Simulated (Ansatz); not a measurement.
## HfN under strain: N-14 nuclear quadrupole resonance

Cell: a structure deposited in the COD, relaxed with PBE at fixed cell and then changed (z stretched by 3 %, ions relaxed).

```
Hf N
1.0
     0.00000    2.25900    2.32677
     2.25900    0.00000    2.32677
     2.25900    2.25900    0.00000
Hf N
1 1
Direct
  0.00000 0.00000 0.00000
  0.50000 0.50000 0.50000
```

Atom numbers follow the list; atoms alike are taken as one site, whose name carries the number of the first.

Method: Kohn–Sham DFT in Ansatz, PBE, plane waves and PAW, scalar-relativistic, 420 eV cutoff, Γ-centred 18×18×18 k-points, Fermi–Dirac smearing 0.05 eV.

N-14: I = 1, Q = 20.44 mb (year-2017 value). Static lattice, zero field.

Problem. The simulated lines lie at 0.359 MHz. What are |C_Q|, η and |V_zz| at N?

Solution. For I = 1 the lines are ν± = (3/4)|C_Q|(1 ± η/3) and ν₀ = |C_Q|η/2. Here |C_Q| = 0.479 MHz, η = 0.00 and |V_zz| = 0.97 × 10²¹ V/m². The calculation gives V_zz positive; the lines don't show the sign. The site has 6 Hf at 2.26–2.33 Å.

An axis of threefold or higher order runs through N, so V_zz lies along it and η is zero.

The run finds no gap above 0.1 eV (a metal, or nearly one), so the gradients can move by 10 % or more with the k-mesh. Without spin–orbit coupling the gradients at and beside Hf can be off by some per cent, at some sites by more.
